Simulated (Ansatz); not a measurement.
Relaxing tellurium (beta-Sn type)

Method: DFT, r2SCAN, plane waves (500 eV) with PAW, scalar-relativistic in Ansatz. (PAW data from PBE, frozen cores regenerated.)

k-point mesh 11×11×8, Fermi-Dirac smearing 0.1 eV, no spin polarisation. Cell and atoms relax.

Starting structure:

```
Te
1.0
    -3.02671    3.02671    1.65258
     3.02671   -3.02671    1.65258
     3.02671    3.02671   -1.65258
Te
2
Direct
  0.00000 0.00000 0.00000
  0.75000 0.25000 0.50000
```

**Question.** The pressure at the start is 3.2 GPa. By how much does the volume change?

**Answer.** From 30.28 to 36.52 Å³ per atom, 20.6 %. The final cell has a = 3.166 Å, b = 8.691 Å, c = 5.309 Å, β = 90.64°.

The cell has left the beta-Sn structure type; it ends in C2/c.

**Question.** How much energy does the relaxation gain?

**Answer.** 205.8 meV per atom.

Path of the relaxation (the plane waves are chosen anew near the end, which can shift the energy a little):

```
step  E − E(final) (meV/atom)  V (Å³/atom)  P (GPa)  max force (eV/Å)
   0                   205.81       30.278     3.21             0.003
   1                   187.03       33.018    -1.64             0.002
   2                   178.23       32.298    -0.62             0.001
   3                   167.79       31.174     1.43             0.005
   4                   164.19       31.973     0.03             0.009
   5                   162.38       32.172    -0.37             0.027
   6                   150.19       31.821     0.27             0.048
   7                   143.63       32.082    -0.23             0.067
   8                   121.89       32.153    -0.17             0.007
   9                   111.59       32.012     0.29             0.031
  10                   109.40       32.158     0.02             0.004
  11                   101.16       32.299    -0.39             0.076
  12                    92.56       32.237    -0.79             0.145
  13                    64.66       32.297    -0.43             0.213
  14                    36.11       33.137     1.29             0.111
  15                    20.85       33.894     1.78             0.013
  16                    12.62       35.517     0.32             0.041
  17                    12.36       35.847     0.27             0.013
  18                    11.59       36.217    -0.07             0.006
  19                    11.54       36.114     0.01             0.001
  20                     3.10       36.114     0.39             0.001
  21                     0.59       36.397     0.24             0.033
  22                     0.38       36.565    -0.13             0.041
  23                     0.06       36.519    -0.01             0.001
  24                     0.00       36.519    -0.01             0.001
```

The k-point mesh keeps fewer symmetry operations than the starting structure has, so the cell can leave it.
